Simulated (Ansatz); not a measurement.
A plane-wave DFT run in Ansatz 0.2.0 (scalar-relativistic PAW potentials unless the input names others): input and command.

```yaml
crystal:
  lattice:
    - [0.0, 4.5548923747, 4.5548923747]
    - [4.5548923747, 0.0, 4.5548923747]
    - [4.5548923747, 4.5548923747, 0.0]
  atoms:
    - { symbol: Na, position: [0.625, 0.625, 0.625] }
    - { symbol: Na, position: [0.125, 0.625, 0.625] }
    - { symbol: Na, position: [0.625, 0.625, 0.125] }
    - { symbol: Na, position: [0.625, 0.125, 0.625] }
    - { symbol: W, position: [0.0, 0.0, 0.0] }
    - { symbol: W, position: [0.25, 0.25, 0.25] }
    - { symbol: O, position: [0.8867193672, 0.8867193672, 0.8867193672] }
    - { symbol: O, position: [0.9101581017, 0.3632806328, 0.3632806328] }
    - { symbol: O, position: [0.8867193672, 0.8867193672, 0.3398418983] }
    - { symbol: O, position: [0.3632806328, 0.9101581017, 0.3632806328] }
    - { symbol: O, position: [0.3398418983, 0.8867193672, 0.8867193672] }
    - { symbol: O, position: [0.3632806328, 0.3632806328, 0.3632806328] }
    - { symbol: O, position: [0.8867193672, 0.3398418983, 0.8867193672] }
    - { symbol: O, position: [0.3632806328, 0.3632806328, 0.9101581017] }
basis:
  ecutwfc: 420
kpoints:
  mp_grid: { grid: [4, 4, 4] }
hamiltonian:
  xc: pbesol
  hubbard: { sites: [{ species: W, l: f, u_eff: 30.0 }] }
scf:
  occupations: { method: fixed }
  max_iter: 50
output:
  forces: true
  eigenvalues: true
  stress: true
```

```bash
ansatz run input.yaml --threads 4 --pin off --max-ram 12288MiB --backend cpu --events-out ev --progress --plain --runs-dir out
```

Task: Will this input run?

Result: The program refuses it, because of a U on a shell that isn't there (hamiltonian.hubbard: not typed → {"sites": [{"species": "W", "l": "f", "u_eff": 30.0}]}). Without that key it is accepted.

Abridged log:
```
Error: inconsistent input (hamiltonian.hubbard.sites[].l, hamiltonian.hubbard.sites[].shell): hamiltonian.hubbard: the W pseudopotential carries no l=3 pseudo-atomic shell — pick an l its table provides
```